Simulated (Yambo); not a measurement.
```xyz
6
Lattice="3.8436 0.0000 0.0000 0.0000 3.8436 0.0000 0.0000 0.0000 9.0845" Properties=species:S:1:pos:R:3 pbc="T T T"
O      0.0000     0.0000     4.5423
O      1.9218     1.9218     4.5423
I      1.9218     0.0000     1.5873
I      0.0000     1.9218     7.4973
Lu     0.0000     1.9218     3.4675
Lu     1.9218     0.0000     5.6170
```

Response from Yambo on norm-conserving PBEsol (Quantum ESPRESSO, 100 Ry, scalar-relativistic) bands: 4×4×2 mesh, 118 bands, 3 Ry local-field block, 0.2 eV broadening.

Give the static electronic dielectric constant without and with local fields along each axis.


```tsv
field along	ε(0), independent particles	ε(0), RPA with local fields	refractive index √ε
x	6.74	5.92	2.43
z	5.36	4.38	2.09
```
Electronic (clamped-ion) response only. Spin-orbit coupling, left out here, changes gap and response of such heavy elements. Convergence of the RPA response with its 4×4×2 mesh was not tested. x, y and z are Cartesian axes of the cell as given.

Geometry relaxed with PBE+D3(BJ).
